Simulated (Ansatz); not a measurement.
## B2O: do energies and stresses tell the same story?

The calculation used Ansatz 0.2.0, DFT PBE, scalar-relativistic, plane waves, PAW.

Cutoff 420 eV; k points 18×18×4 on the computed 6-atom cell (Γ-centred); Gaussian smearing, width 0.10 eV; no spin polarisation.

Relaxed cell: P-3m1, a = 2.565 Å, b = 2.565 Å, c = 11.460 Å, α = 90.00°, β = 90.00°, γ = 120.00°, 6 atoms in the primitive cell. Whether it is the stable form of this composition wasn't checked.

Energies at zero smearing and pressures from the stress tensor, at volumes with shape and atoms relaxed:
| V (Å³/atom) | E − E(first) (meV/atom) | P (GPa) |
| --- | --- | --- |
| 10.227 | 0.00 | 0.418 |
| 10.554 | -0.47 | 0.228 |
| 10.880 | -0.64 | 0.007 |
| 11.207 | -0.65 | -0.039 |
| 11.533 | -0.58 | -0.073 |

Question: Check P = −dE/dV between neighbouring volumes, and get the bulk modulus from the pressures alone.

Answer: With 1 eV/Å³ = 160.2 GPa:
```tsv
middle V (Å³/atom)	−ΔE/ΔV (GPa)	mean P (GPa)
10.391	0.228	0.323
10.717	0.084	0.118
11.044	0.007	-0.016
11.370	-0.035	-0.056
```

The two differ by 0.095 GPa at most. The mean of two end pressures misses the average over a step by about ΔV² P″/12, up to 0.021 GPa here; with that taken off 0.116 GPa remains, from the smearing term (the stress is the derivative of the free energy), the finite cutoff, the mesh or the relaxation's tolerance. Around V = 11.207 Å³/atom, the two neighbours give B = −V ΔP/ΔV = 11.207 × 0.080 / 0.653 = 1.4 GPa, against B0 = 1.9 GPa from the Birch–Murnaghan fit of the energies, which describes these points poorly (B0' = 25.5).

The cell holds layers, and where no dispersion correction was added their binding is poorly described. Spin polarisation was left out, and a magnetic state may lie lower.